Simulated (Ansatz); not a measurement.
Values for one crystal, relaxed and computed with r²SCAN (plane waves, PAW; program Ansatz); other levels are named.

| Property | Value |
|---|---|
| Volume per atom | 9.64 Å³ |
| Band gap | 3.56 eV (indirect) |
| Valence-band maximum | on the Γ–S0 line, 45 % of the way from Γ (k = 0.000, 0.167, -0.167) |
| Mechanical stability | stable (all eigenvalues of C positive) |
| Static dielectric constant ε0 (ions relaxed, cell fixed) | 12.3 (xx = yy), 17.9 (zz) |
| Zone-centre stability | no imaginary mode at Γ |
| Hill bulk and shear moduli | 235 and 104 GPa |

**Question.** Which of these materials gives this?
A) As2O3, P2_1/c (Pearson symbol mP20)
B) SiO2, Pn-3m (Si on 2a, O on 4b)
C) Ga2O3, corundum
D) ZnO, wurtzite

**Answer.** C, Ga2O3, corundum

Space group R-3c (corundum). The r²SCAN relaxation kept the symmetry of its start. Spin–orbit coupling is left out wherever it is not named.

Potentials: the earlier of the program's two PAW sets.
